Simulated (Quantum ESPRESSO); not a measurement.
pw.x input (Quantum ESPRESSO 7.5; LDA, PseudoDojo standard norm-conserving files, scalar-relativistic):

```
&CONTROL
  calculation = 'scf'
  pseudo_dir = './pseudo'
  outdir = './out'
  tprnfor = .true.
  tstress = .true.
/
&SYSTEM
  ibrav = 0
  nat = 2
  ntyp = 2
  ecutwfc = 84.0
  ecutrho = 336.0
  occupations = 'smearing'
  smearing = 'fd'
  degauss = 0.002
  nbnd = 9
/
&ELECTRONS
  conv_thr = 2e-10
/
ATOMIC_SPECIES
Li 6.9400 Li.upf
F 18.9984 F.upf
CELL_PARAMETERS angstrom
  0.000000000000   1.952541738000   1.952541738000
  1.952541738000   0.000000000000   1.952541738000
  1.952541738000   1.952541738000   0.000000000000
ATOMIC_POSITIONS crystal
Li   0.000000000000   0.000000000000   0.000000000000
F   0.500000000000   0.500000000000   0.500000000000
K_POINTS automatic
12 12 12 0 0 0
```

End of the output:

```

[...]
     the Fermi energy is    10.0802 ev
!    total energy              =     -63.66319007 Ry
     estimated scf accuracy    <          1.1E-10 Ry
     smearing contrib. (-TS)   =      -0.00000000 Ry
     internal energy E=F+TS    =     -63.66319007 Ry
     The total energy is F=E-TS. E is the sum of the following terms:
     one-electron contribution =     -22.93863456 Ry
     hartree contribution      =      15.67375719 Ry
     xc contribution           =     -14.16114685 Ry
     ewald contribution        =     -42.23716584 Ry
     convergence has been achieved in   8 iterations
     Forces acting on atoms (cartesian axes, Ry/au):
     atom    1 type  1   force =     0.00000000    0.00000000    0.00000000
     atom    2 type  2   force =     0.00000000    0.00000000    0.00000000
     Total force =     0.000000     Total SCF correction =     0.000000
     Computing stress (Cartesian axis) and pressure
          total   stress  (Ry/bohr**3)                   (kbar)     P=       -0.07
  -0.00000049   0.00000000   0.00000000           -0.07        0.00        0.00
   0.00000000  -0.00000049   0.00000000            0.00       -0.07        0.00
   0.00000000   0.00000000  -0.00000049            0.00        0.00       -0.07
```
In a gapped system the printed Fermi energy is only some level inside the gap.

Geometry relaxed with LDA.
